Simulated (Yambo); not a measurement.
Material: GaN (zinc blende, space group F-43m, No. 216) under isotropic strain of -2 % on all lattice vectors; a = 3.1181 Å, b = 3.1181 Å, c = 3.1181 Å, α = 60.00°, β = 60.00°, γ = 60.00° (2 atoms in the cell). The PBEsol cell relaxed from Materials Project entry mp-830 was given an isotropic strain of -2 % on all lattice vectors, and the atoms were relaxed again.

With norm-conserving PBE (stringent potentials; Quantum ESPRESSO, 114 Ry, scalar-relativistic), the gap between the mesh's edge points (Γ → Γ) is 2.179 eV.

**Question.** What does a G0W0 run in Yambo give for it (6×6×6 Γ-centred k mesh, bands 5 to 146 and a 18 Ry block in the screening, 146 bands in G with the Bruneval-Gonze terminator, plasmon pole fitted at 27.2 eV)?

**Answer.** The correction is 1.048 eV, giving 3.227 eV, 1.5 times the PBE value.  Convergence of the G0W0 settings was not tested. Spin-orbit splittings are left out.

This is not the ordinary phase of the substance; no match was found in the copy of COD used, and its stability was not checked.
